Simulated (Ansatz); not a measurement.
Given:

InSb:
```yaml
crystal:
  lattice:
    - [4.26082, 0.00000, 0.00000]
    - [-2.13041, 3.68997, 0.00000]
    - [0.00000, 0.00000, 7.45858]
  atoms:
    - { symbol: In, position: [0.00000, 0.00000, 0.00000] }
    - { symbol: In, position: [0.00000, 0.00000, 0.50000] }
    - { symbol: Sb, position: [0.33333, 0.66667, 0.25000] }
    - { symbol: Sb, position: [0.66667, 0.33333, 0.75000] }
```

This is the PBE-relaxed structure.

**Question.** All from the program Ansatz at the PBE level (PAW), unless another level is named. Predict the electronic character.

**Answer.** metallic (no gap).

**Question.** Next, the density of states at the Fermi level?

**Answer.** 0.56 states/eV per atom (mean over ±0.08 eV).

**Question.** Next, the formation energy from the elements (no fitted shifts)?

**Answer.** 0.044 eV/atom.

Space group P6_3/mmc (NiAs type). The start of the workflow was typed in or built on a structure type; neither database checked (COD, Materials Project) lists it. It is not the phase usual at ambient conditions (space group No. 216). Symmetry was held in the PBE relaxation; its stability against distortions is not shown here. The references are the lowest solids computed at this level, not always the standard phases. Scalar-relativistic: spin–orbit coupling is off unless named, which matters more the heavier the elements.

Potentials: the earlier of the program's two PAW sets.
